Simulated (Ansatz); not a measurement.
K₃BeF₆: reading a single point

```
CELL_PARAMETERS angstrom
0.00000 4.23469 4.23469
4.23469 0.00000 4.23469
4.23469 4.23469 0.00000
ATOMIC_POSITIONS crystal
K 0.25000 0.25000 0.25000
K 0.75000 0.75000 0.75000
K 0.00000 0.00000 0.00000
Be 0.50000 0.50000 0.50000
F 0.70980 0.29020 0.29020
F 0.29020 0.70980 0.29020
F 0.29020 0.70980 0.70980
F 0.70980 0.29020 0.70980
F 0.29020 0.29020 0.70980
F 0.70980 0.70980 0.29020
```

The numbers come from plane-wave PAW DFT (Ansatz): r2SCAN, no spin polarisation, 500 eV, 5×5×5 Γ-centred k points, fermi-dirac occupations (width 0.1 eV). Nothing was relaxed. The cell carries a charge of -1 e on a uniform background.

(1) Metal or insulator? Give the gap.

(2) Which orbitals make up the band edges?

(3) Which element gives electrons and which takes them?

(4) Are the atoms at rest?

Origin: a known structure type with other elements, at an estimated volume, so it need not be a known compound. Caveats: charged cell with a uniform background.

## Answers

(1) The gap is 6.82 eV, direct at the points sampled.

(2) Within 0.7 eV of the edges, the states project mainly on F p (99 %) below the gap and on K s (78 %) and F s (14 %) above it.

(3) Bader charges in e: K +0.84 to +0.89, Be +1.81, F -0.90. In the mean Be gives up most and F takes most.

(4) Nearly at rest: the largest force is 0.044 eV/Å.
